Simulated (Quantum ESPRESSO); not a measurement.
```yaml
crystal:
  lattice:
    - [0.00000, 2.17699, 2.17699]
    - [2.17699, 0.00000, 2.17699]
    - [2.17699, 2.17699, 0.00000]
  atoms:
    - { symbol: Si, position: [0.25000, 0.25000, 0.25000] }
    - { symbol: C, position: [0.00000, 0.00000, 0.00000] }
```
Geometry: a computed entry of the Materials Project; it was not checked against measured cells. It is SiC in F-43m. Stability against distortions was not tested.

With PBE (σ by GIPAW in a modified build of Quantum ESPRESSO; JTH PAW datasets, 20 Ha):

| quantity | PBE |
|---|---|
| σ_iso Si (ppm) | 358.7 |
| σ_iso C (ppm) | 141.8 |

These are absolute shieldings with no macroscopic susceptibility term; δ = σ_ref − σ needs a reference computed alike. By our sweeps, such settings leave a few ppm in absolute σ. The datasets of Si hold no d projectors, which limits absolute σ on these atoms. Static lattice: thermal averaging is not included.

### Question
What does the LDA, on its own JTH datasets and the same geometry, give?

### Answer
| quantity | LDA | LDA − PBE |
|---|---|---|
| σ_iso Si (ppm) | 339.5 | -19.3 |
| σ_iso C (ppm) | 136.9 | -4.9 |
